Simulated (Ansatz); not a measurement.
Relaxed Cu (fcc, Cu type):

```yaml
crystal:
  lattice:
    - [3.56339, 0.00000, 0.00000]
    - [0.00000, 3.56339, 0.00000]
    - [0.00000, 0.00000, 3.56339]
  atoms:
    - { symbol: Cu, position: [0.00000, 0.00000, 0.00000] }
    - { symbol: Cu, position: [0.50000, 0.50000, 0.00000] }
    - { symbol: Cu, position: [0.50000, 0.00000, 0.50000] }
    - { symbol: Cu, position: [0.00000, 0.50000, 0.50000] }
```

In this cell atom 4 (Cu, nearest neighbour Cu at 2.520 Å; its periodic images, 3.6 Å or more away, move with it) is moved by s along Cartesian x, unit vector (1.000, 0.000, 0.000); all other atoms and the cell stay fixed.

The numbers are results of PBEsol (plane waves to 420 eV, PAW, scalar-relativistic; Ansatz, a quantum-chemistry and plane-wave program), not measurements. k mesh 11×11×11 (Γ-centred), Fermi-Dirac smearing 0.05 eV. With partly filled bands, energies and forces of such displacements shift with the k mesh and the smearing. F∥ is the force on the atom along that direction. Cu is run without spin polarisation. Cu was relaxed with its symmetry unable to fall. The PAW data are Ansatz's earlier set. 

```json
[
 {"s (Å)": "-0.250", "F∥ (eV/Å)": "2.023"},
 {"s (Å)": "-0.200", "F∥ (eV/Å)": "1.593"},
 {"s (Å)": "-0.150", "F∥ (eV/Å)": "1.179"},
 {"s (Å)": "-0.100", "F∥ (eV/Å)": "0.778"},
 {"s (Å)": "-0.050", "F∥ (eV/Å)": "0.387"},
 {"s (Å)": "0.000", "F∥ (eV/Å)": "0.000"},
 {"s (Å)": "0.050", "F∥ (eV/Å)": "-0.387"},
 {"s (Å)": "0.100", "F∥ (eV/Å)": "-0.778"},
 {"s (Å)": "0.150", "F∥ (eV/Å)": "-1.179"},
 {"s (Å)": "0.200", "F∥ (eV/Å)": "-1.593"},
 {"s (Å)": "0.250", "F∥ (eV/Å)": "-2.023"}
]
```

What is the force constant k = d²E/ds² of this move at s = 0?

7.72 eV/Å². The forces along the line at the two nearest points give (0.387 − (-0.387)) / (2·0.050) = 7.74 eV/Å²; the next pair corrects for the finite step.

(A displaced cell: forces are minus the slopes of the energy, force constants its curvatures, and phonons follow from these.)
